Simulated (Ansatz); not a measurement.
# How Mg2C3 stores the work of compression

The calculation used DFT PBEsol, scalar-relativistic, plane waves, PAW (Ansatz 0.2.0). Run with 420 eV cutoff, 8×8×6 k-mesh, Gaussian smearing of 0.02 eV, no spin polarisation.

Starting point, cell and atoms relaxed:

```
Mg C
1.0
     2.39859   -2.32740    0.00292
     2.39859    2.32740    0.00292
    -1.21264    0.00000    4.82840
Mg C
2 3
Direct
  0.80926 0.80926 0.19963
  0.19074 0.19074 0.80037
  0.30026 0.30026 0.26280
  0.69974 0.69974 0.73720
  0.50000 0.50000 0.50000
```

Cell and atoms were relaxed at each target pressure within the start's symmetry (C2/m), at zero temperature; other phases can be more stable under pressure. H = E + PV with P the target; E is the free energy at the smearing used, whose derivative the pressure is, per atom and counted from zero pressure. The mesh named is that at zero pressure; some other pressures ran on another.

```
P (GPa) V (Å³/atom) E − E0 (meV) H − H0 (meV)
      0       10.785           0.0           0.0
      3       10.515           2.4         199.3
      8       10.124          15.7         521.2
     15        9.684          47.0         953.7
     30        8.973         145.0        1825.1
     60        8.033         401.9        3410.2
```

Question: Thermodynamics gives dH/dP = V along a relaxed path. Integrate V over P by the trapezoid rule and compare with the computed enthalpies.

Answer: With 1 eV/Å³ = 160.22 GPa, each step adds the mean volume times ΔP / 160.22:
| P (GPa) | ∫V dP (meV) | H − H0 (meV) | difference (meV) |
| --- | --- | --- | --- |
| 3 | 199.4 | 199.3 | 0.1 |
| 8 | 521.5 | 521.2 | 0.3 |
| 15 | 954.2 | 953.7 | 0.5 |
| 30 | 1827.6 | 1825.1 | 2.5 |
| 60 | 3419.7 | 3410.2 | 9.5 |

V(P) curves upward, so the trapezoid rule runs high; integrating a smooth curve through the same points (P as a polynomial of degree 4 in ln V) puts that excess at about 9.4 meV at 60 GPa, against the 9.5 meV found.

Question: At 60 GPa, how much of the enthalpy change is stored energy and how much is the PV term?

Answer: E rises by 402 meV/atom and PV is 60 × 8.033 / 160.22 = 3008 meV/atom, so PV makes 88 % of ΔH. So between rival structures at high pressure a small difference in volume can outweigh the difference in energy: 1 % of this volume is worth 30.1 meV/atom at this pressure.

Question: What bulk modulus do the lowest pressures give?

Answer: From the pressures that the runs reached, -2.99 GPa (11.096 Å³) and 2.97 GPa (10.515 Å³), B = −ΔP/Δln V = 5.96 / 0.0537 = 111 GPa, a mean over that range.

Question: The gap is 1.619 eV at -2.99 GPa and 1.689 eV at 2.97 GPa. What pressure coefficient and volume deformation potential follow?

Answer: dE_g/dP = 11.8 meV/GPa, and a_V = dE_g/d ln V = −B dE_g/dP = -1.31 eV. The band edges lie at other k points in the two runs, so this is a mean over different edges. Gaps are Kohn–Sham gaps over the whole zone.